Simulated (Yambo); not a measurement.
# Optical response of CuO

```
CELL_PARAMETERS angstrom
      1.99097    -2.15355     0.00000
      1.99097     2.15355     0.00000
      0.00000     0.00000     5.15593
ATOMIC_POSITIONS crystal
  O  0.50000 0.50000 0.75000
  O  0.50000 0.50000 0.25000
  Cu 0.00000 0.50000 0.50000
  Cu 0.50000 0.00000 0.00000
```

Yambo, RPA with local fields on LDA bands; 12×12×6 mesh, 76 bands, 4 Ry local-field block, 0.25 eV broadening; field along x.

```json
[
 {"E (eV)": "0.6", "Im ε": "12.8", "Im ε, independent particles": "13.0"},
 {"E (eV)": "1.0", "Im ε": "5.15", "Im ε, independent particles": "5.23"},
 {"E (eV)": "1.4", "Im ε": "2.49", "Im ε, independent particles": "2.53"},
 {"E (eV)": "1.8", "Im ε": "2.66", "Im ε, independent particles": "2.71"},
 {"E (eV)": "2.1", "Im ε": "3.51", "Im ε, independent particles": "3.60"},
 {"E (eV)": "2.5", "Im ε": "3.78", "Im ε, independent particles": "3.90"},
 {"E (eV)": "2.9", "Im ε": "2.74", "Im ε, independent particles": "2.84"},
 {"E (eV)": "3.2", "Im ε": "2.47", "Im ε, independent particles": "2.61"},
 {"E (eV)": "3.6", "Im ε": "2.77", "Im ε, independent particles": "3.03"},
 {"E (eV)": "4.0", "Im ε": "3.51", "Im ε, independent particles": "3.94"},
 {"E (eV)": "4.4", "Im ε": "4.97", "Im ε, independent particles": "5.62"},
 {"E (eV)": "4.8", "Im ε": "5.43", "Im ε, independent particles": "6.04"},
 {"E (eV)": "5.1", "Im ε": "5.51", "Im ε, independent particles": "6.23"},
 {"E (eV)": "5.5", "Im ε": "5.88", "Im ε, independent particles": "6.56"},
 {"E (eV)": "5.9", "Im ε": "5.45", "Im ε, independent particles": "5.74"},
 {"E (eV)": "6.2", "Im ε": "4.08", "Im ε, independent particles": "4.23"},
 {"E (eV)": "6.6", "Im ε": "3.08", "Im ε, independent particles": "3.18"},
 {"E (eV)": "7.0", "Im ε": "2.74", "Im ε, independent particles": "2.84"},
 {"E (eV)": "7.4", "Im ε": "2.37", "Im ε, independent particles": "2.42"},
 {"E (eV)": "7.8", "Im ε": "1.99", "Im ε, independent particles": "2.03"},
 {"E (eV)": "8.1", "Im ε": "1.58", "Im ε, independent particles": "1.64"},
 {"E (eV)": "8.5", "Im ε": "1.25", "Im ε, independent particles": "1.36"},
 {"E (eV)": "8.9", "Im ε": "1.34", "Im ε, independent particles": "1.53"},
 {"E (eV)": "9.2", "Im ε": "1.51", "Im ε, independent particles": "1.77"},
 {"E (eV)": "9.6", "Im ε": "1.58", "Im ε, independent particles": "1.81"},
 {"E (eV)": "10.0", "Im ε": "1.53", "Im ε, independent particles": "1.74"},
 {"E (eV)": "10.4", "Im ε": "1.62", "Im ε, independent particles": "1.88"},
 {"E (eV)": "10.8", "Im ε": "1.86", "Im ε, independent particles": "2.18"},
 {"E (eV)": "11.1", "Im ε": "1.84", "Im ε, independent particles": "2.08"},
 {"E (eV)": "11.5", "Im ε": "1.76", "Im ε, independent particles": "2.03"},
 {"E (eV)": "11.9", "Im ε": "1.92", "Im ε, independent particles": "2.23"},
 {"E (eV)": "12.2", "Im ε": "1.93", "Im ε, independent particles": "2.18"},
 {"E (eV)": "12.6", "Im ε": "1.73", "Im ε, independent particles": "1.90"},
 {"E (eV)": "13.0", "Im ε": "1.58", "Im ε, independent particles": "1.76"},
 {"E (eV)": "13.4", "Im ε": "1.58", "Im ε, independent particles": "1.79"},
 {"E (eV)": "13.8", "Im ε": "1.62", "Im ε, independent particles": "1.82"},
 {"E (eV)": "14.1", "Im ε": "1.61", "Im ε, independent particles": "1.80"},
 {"E (eV)": "14.5", "Im ε": "1.54", "Im ε, independent particles": "1.72"},
 {"E (eV)": "14.9", "Im ε": "1.49", "Im ε, independent particles": "1.69"},
 {"E (eV)": "15.2", "Im ε": "1.45", "Im ε, independent particles": "1.66"},
 {"E (eV)": "15.6", "Im ε": "1.45", "Im ε, independent particles": "1.71"},
 {"E (eV)": "16.0", "Im ε": "1.46", "Im ε, independent particles": "1.72"},
 {"E (eV)": "16.4", "Im ε": "1.39", "Im ε, independent particles": "1.64"},
 {"E (eV)": "16.8", "Im ε": "1.40", "Im ε, independent particles": "1.66"},
 {"E (eV)": "17.1", "Im ε": "1.46", "Im ε, independent particles": "1.74"},
 {"E (eV)": "17.5", "Im ε": "1.37", "Im ε, independent particles": "1.58"},
 {"E (eV)": "17.9", "Im ε": "1.20", "Im ε, independent particles": "1.39"},
 {"E (eV)": "18.2", "Im ε": "1.18", "Im ε, independent particles": "1.42"},
 {"E (eV)": "18.6", "Im ε": "1.13", "Im ε, independent particles": "1.41"},
 {"E (eV)": "19.0", "Im ε": "1.08", "Im ε, independent particles": "1.25"},
 {"E (eV)": "19.4", "Im ε": "1.04", "Im ε, independent particles": "1.18"},
 {"E (eV)": "19.8", "Im ε": "1.06", "Im ε, independent particles": "1.19"}
]
```

Only interband transitions are included: the Drude term is missing, so nothing below about 0.6 eV and no real part is shown. Peak heights and small wiggles depend on the k mesh.

The 3d shell has no Hubbard U; the runs are without spin polarisation, and magnetic order was not tried.

Geometry of the Materials Project entry, not relaxed at this level.

The structure is a Materials Project entry; no match was found in the copy of COD used, and its stability was not checked.
